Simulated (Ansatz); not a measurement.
input.yaml (Ansatz)

```yaml
crystal:
  lattice:
    - [-1.5568832667, 1.5568832667, 1.5568832667]
    - [1.5568832667, -1.5568832667, 1.5568832667]
    - [1.5568832667, 1.5568832667, -1.5568832667]
  atoms:
    - { symbol: Pt, position: [0.0, 0.0, 0.0] }
hamiltonian:
  xc: lda
  pseudopotentials:
    kind: paw
    azcp:
      Pt: "pseudopotentials/Pt.paw.azcp"
basis:
  ecutwfc: 420
  fft_grid_basis: typed
kpoints:
  mp_grid: { grid: [14, 14, 14], shift: [0, 0, 0] }
magnetization:
  spin_polarized: false
scf:
  occupations: { method: fermi_dirac, width: 0.1 }
relax:
  max_steps: 60
  f_tol: 0.01
  cell: {}
output:
  write_density: true
  write_potential: true
  elf: true
  volumetric_format: npy
```

Terminal output

```
Warning: the record states the generating functional pbe (its physics header spells it `PBE`), which answers neither for hamiltonian.xc's functional nor for the lda family's — results may be inconsistent (PPs are generated against a specific XC)
Engine: ansatz 0.2.0, aarch64-unknown-linux-gnu
Pseudopotentials: kind: paw
Pseudopotential: Pt, paw, valence charge 18, recommended cutoff 420 eV (normal) 
Functional definition: SPW92
  exchange = slater_x
  correlation = pw_c
Crystal: 1 atoms, lattice volume = 15.095 Å³
Basis set: ecut = 420 eV, 321 PW (Γ)
Bands: 13, of which v1, the nominal top of the filled ones, is band 9 counted from 1 (8 counted from 0)
Symmetry: 48 space group operations
Space group: Im-3m (ITA 229), of the structure as read, at distance tolerance 2.5e-5 Å
k-points: 104 of 2744
Non-local potential: Pt, projectors of the file, l = 0: 3, l = 1: 2, l = 2: 2, l = 3: 1
PAW form: soft (Blöchl's): semilocal exchange-correlation on the pseudo side does not see the compensation charge
PAW frozen core: Pt, regenerated for the run's functional, and the local potential with it (the file was generated under x = pbe(κ = 0.804, μ = 0.2195149727645171), c = pbe(β = 0.06672455060314922))
PAW one-centre angular grid: Pt, 590 points (default); XC on 64 Gauss nodes
Initial density: superposition of atomic densities (neutral atoms: chi_scale 0, normalization atom), corrected by the library's trained network
Initial wavefunctions: pseudopotential atomic-orbital guess
Functional: x = slater, c = lda
SCF iter   1: F=—  HF=-12244.881826 eV  |F-HF|=—  |Δ(HF+E_count)|=         —  Δρ=6.27e-3  dr2=1.54e-3  ethr=1.77e-3  ⟨swp⟩=5.0  Hψ=7602  notcnv=0
SCF iter   2: F=—  HF=-12244.881436 eV  |F-HF|=—  |Δ(HF+E_count)|=   3.90e-4  Δρ=2.90e-3  dr2=2.46e-4  ethr=8.55e-6  ⟨swp⟩=1.8  Hψ=2487  notcnv=0
SCF iter   3: F=—  HF=-12244.881444 eV  |F-HF|=—  |Δ(HF+E_count)|=   7.74e-6  Δρ=9.16e-4  dr2=3.43e-5  ethr=1.37e-6  ⟨swp⟩=2.1  Hψ=2289  notcnv=0
SCF iter   4: F=—  HF=-12244.881445 eV  |F-HF|=—  |Δ(HF+E_count)|=   1.44e-6  Δρ=8.20e-5  dr2=3.58e-7  ethr=1.91e-7  ⟨swp⟩=2.4  Hψ=1817  notcnv=0
iter 5 did not close the SCF: its close was put off for the readings that it lacked (scf_convergence_deferred on its scf_iter line)
SCF iter   5: F=-12244.881445 eV  HF=-12244.881445 eV  |F-HF|=3.56e-8  |Δ(HF+E_count)|=   2.11e-8  Δρ=2.34e-5  dr2=5.75e-8  ethr=1.99e-9  ⟨swp⟩=2.4  Hψ=2043  notcnv=0
SCF iter   6: F=-12244.881445 eV  HF=-12244.881445 eV  |F-HF|=3.81e-9  |Δ(HF+E_count)|=   1.86e-8  Δρ=7.49e-6  dr2=6.18e-9  ethr=3.19e-10  ⟨swp⟩=5.0  Hψ=6523  notcnv=0
SCF 1 converged in 6 iterations: F = -12244.881445 eV  dr2 = 6.18e-9
relax step   1: F+E_penalty+E_count = -12244.88144537 eV  Δ(F+E_penalty+E_count) = +0.000e0 eV  max|allowed force component| = 0.000e0 eV/Å  Δτ_max = 0.0000 Å  P = -2.976 GPa  Ω = 15.095 Å³  (6 SCF iters, dr2 threshold 1.00e-7 eV, accepted)
...
SCF iter   1: F=—  HF=-12244.882913 eV  |F-HF|=—  |Δ(HF+E_count)|=         —  Δρ=2.98e-5  dr2=3.14e-8  ethr=3.42e-8  ⟨swp⟩=2.8  Hψ=10753  notcnv=0
SCF iter   2: F=—  HF=-12244.882912 eV  |F-HF|=—  |Δ(HF+E_count)|=   1.24e-6  Δρ=1.27e-5  dr2=5.23e-9  ethr=1.74e-10  ⟨swp⟩=2.4  Hψ=2325  notcnv=0
SCF iter   3: F=—  HF=-12244.882912 eV  |F-HF|=—  |Δ(HF+E_count)|=   1.12e-9  Δρ=2.99e-6  dr2=7.55e-10  ethr=2.91e-11  ⟨swp⟩=2.3  Hψ=2256  notcnv=0
SCF iter   4: F=-12244.882912 eV  HF=-12244.882912 eV  |F-HF|=1.82e-12  |Δ(HF+E_count)|=  2.18e-10  Δρ=4.40e-7  dr2=3.80e-12  ethr=1.00e-12  ⟨swp⟩=3.8  Hψ=6295  notcnv=0
SCF 5 converged in 4 iterations: F = -12244.882912 eV  dr2 = 3.80e-12
relax step   5: F+E_penalty+E_count = -12244.88291208 eV  Δ(F+E_penalty+E_count) = +4.741e-5 eV  max|allowed force component| = 0.000e0 eV/Å  Δτ_max = 0.0000 Å  P = +0.006 GPa  Ω = 14.938 Å³  stress off target by 6.28e-3 GPa  SCF on the basis re-selected at this cell (its energy is not comparable with the rows above)  (4 SCF iters)
basis re-selected at this cell: Δ(F+E_penalty+E_count) = +4.741e-5 eV, ΔP = +0.004 GPa vs the last step (what re-selecting the basis moved, of the pressure what is left beyond the Pulay correction that the steps carried, after the strain that the cell walked since its last selection, with what the two solves' SCF thresholds leave and, on support functions, any second-order correction that the steps lacked; it is no measure of the basis error at this ecutwfc). The dense FFT grid was sized anew with the basis: this SCF ran on 18×18×18 points, the steps before it on 20×20×20, so part of this shift can come from that change (see relax.cell in the input reference). This SCF's stress stands 6.28e-3 GPa from its target on what of the cell is left free (relax.cell.stress_tol is 5.00e-2 GPa) and its largest allowed force component is 0.00e0 eV/Å (relax.f_tol is 1.00e-2 eV/Å): within both
SCF converged after 4 iterations
Free energy (F): -12244.882912 eV
Harris-Foulkes:  -12244.882912 eV  (|F-HF|=1.82e-12)
Internal energy: -12244.845209 eV  (E = F + TS)
E sigma→0 (E₀):  -12244.864060 eV
Entropy (-TS):   -0.037703 eV (-37.703 meV/atom)
Fermi energy:    23.061307 eV
--- Per-component energies (eV) ---
  E_band       = -130.118171
  E_kinetic    = 639.528699
  E_local      = -1456.574364  (includes V_loc(G=0)·N_el)
  E_nonlocal   = 207.194687
  E_hartree    = 539.062683
  E_xc         = -260.766630
  E_vxc        = -303.230731  (∫ρ·V_xc dr)
  E_paw        = -9177.852695  (= ΣΔE_a)
  E_vpaw       = -295.161946  (= ΣTr[D̂ρ^β])
  E_aug_tail   = 0.000163  (compensation charges beyond the density's cutoff)
  E_ewald      = -2735.901622
  E_core_change = 0.463869  (= ΣΔE_core)
  E_smearing   = -0.037703  (= −TS)
  E_closure    = 0.000000  (closes the sum)
  Σ components = -12244.882912   (vs F -12244.882912, Δ=0.00e0)
--- Forces (eV/Å), atoms counted from 1 ---
  atom   1  Pt     0.00000000    -0.00000000     0.00000000
  max |Σ_I F_I| component: 9.20e-31 eV/Å
--- Stress (GPa, compression-positive) ---
        0.006283       0.000000      -0.000000
       -0.000000       0.006283      -0.000000
        0.000000      -0.000000       0.006283
  P = ⅓ Tr σ = 0.0063 GPa (0.063 kbar)
--- Band table (eV; the first three rows and the last of 104) ---
  k-point 0: bands = ["-75.2726", "-29.1515", "-29.1515", "-29.1515", "12.9414", "19.2792", "19.2792", "19.2792", "22.0278", "22.0278", "40.1512", "40.1512", "40.1512"]
  k-point 1: bands = ["-75.2707", "-29.1772", "-29.1604", "-29.1514", "13.1616", "19.1898", "19.2782", "19.4605", "21.9105", "22.0340", "40.2602", "40.3675", "40.4775"]
  k-point 2: bands = ["-75.2653", "-29.2489", "-29.1853", "-29.1510", "13.7879", "18.9475", "19.2571", "19.9910", "21.6727", "22.0575", "40.3504", "40.5557", "41.4194"]
  k-point 103: bands = ["-75.2030", "-29.5271", "-29.5271", "-29.5271", "16.4495", "16.4495", "23.6974", "23.6974", "23.6974", "30.8547", "30.8547", "30.8547", "36.5618"]
--- Relaxed structure (4 steps of the walk, 3 accepted, 1 SCFs on fresh bases) ---
  F+E_penalty+E_count = -12244.88291208 eV   max|allowed force component| = 0.000e0 eV/Å   (the final SCF, on the basis selected at the relaxed cell)
  cell:  # Å, volume = 14.9382 Å³
    - [-1.5514802713892293, 1.5514802713892293, 1.5514802713892293]
    - [1.5514802713892293, -1.5514802713892293, 1.5514802713892293]
    - [1.5514802713892293, 1.5514802713892293, -1.5514802713892293]
  atoms:
    - { symbol: Pt, position: [0.0, 0.0, 0.0] }
```
